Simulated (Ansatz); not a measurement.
Si in space group R-3 (No. 148; Si on 18f, Si on 6c) at seven volumes, PBEsol (plane waves, PAW; program Ansatz), shape and atoms relaxed at each. One row is withheld.

```json
[
 {"V (Å³/atom)": "16.139", "P (GPa)": "?"},
 {"V (Å³/atom)": "16.671", "P (GPa)": "5.96"},
 {"V (Å³/atom)": "17.203", "P (GPa)": "2.77"},
 {"V (Å³/atom)": "17.736", "P (GPa)": "0.00"},
 {"V (Å³/atom)": "18.268", "P (GPa)": "-2.37"},
 {"V (Å³/atom)": "18.800", "P (GPa)": "-4.39"},
 {"V (Å³/atom)": "19.332", "P (GPa)": "-6.10"}
]
```

**Question.** Fit the shown pressures and predict the withheld one.

**Answer.** P = (3/2)B₀(x^(7/2) − x^(5/2))[1 + (3/4)(B′ − 4)(x − 1)] with x = (V₀/V)^(2/3). Least squares on the six rows gives V₀ = 17.735 Å³/atom, B₀ = 84.8 GPa, B′ = 4.16. At V = 16.139, x = 1.0649 and P = 9.73 GPa. The run itself gave 9.58 GPa.

The workflow started from a Materials Project entry (that database holds measured and hypothetical structures alike); the Crystallography Open Database copy checked does not list it. It is not the phase usual at ambient conditions (space group No. 227). The cell was relaxed with PBEsol under the symmetry of its start; whether a distortion lowers the energy is not shown.

Potentials: the later of the program's two PAW sets.
